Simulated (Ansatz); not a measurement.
A geometry of AlNi away from equilibrium: step 2 of the relaxation of a randomly generated symmetric cell of AlNi (space group No. 18). Level of theory: PBEsol (plane waves to 420 eV, PAW, scalar-relativistic; Ansatz, an electronic-structure program). Γ-centred k-mesh 6×6×8 on the run's cell (coarser than for final values), Fermi–Dirac smearing 0.05 eV. The plane waves were selected for a different cell earlier on the path.

```yaml
crystal:
  lattice:
    - [5.24822, 0.00000, 0.00000]
    - [0.00000, 5.47799, 0.00000]
    - [0.00000, 0.00000, 3.89633]
  atoms:
    - { symbol: Al, position: [0.50000, 0.00000, 0.27862] }
    - { symbol: Al, position: [0.00000, 0.50000, 0.72138] }
    - { symbol: Al, position: [0.00000, 0.00000, 0.39289] }
    - { symbol: Al, position: [0.50000, 0.50000, 0.60711] }
    - { symbol: Ni, position: [0.73992, 0.65179, 0.10035] }
    - { symbol: Ni, position: [0.26008, 0.34821, 0.10035] }
    - { symbol: Ni, position: [0.23992, 0.84821, 0.89965] }
    - { symbol: Ni, position: [0.76008, 0.15179, 0.89965] }
```
Spin-polarised start, with parallel moments on Ni.

Task: What forces act on the atoms (eV/Å)?

Result: 
```
atom     Fx     Fy     Fz
----  -----  -----  -----
Al1    0.00   0.00   3.17
Al2    0.00   0.00  -3.17
Al3    0.00   0.00   0.35
Al4    0.00   0.00  -0.35
Ni5   -0.73   0.48   1.03
Ni6    0.73  -0.48   1.03
Ni7   -0.73  -0.48  -1.03
Ni8    0.73   0.48  -1.03
```

The path ends in Pm-3m (No. 221) (CsCl type). No spin polarisation in the result: the starting moments vanished. A magnetic state may lie lower.

The run could not lose the symmetry of its start.
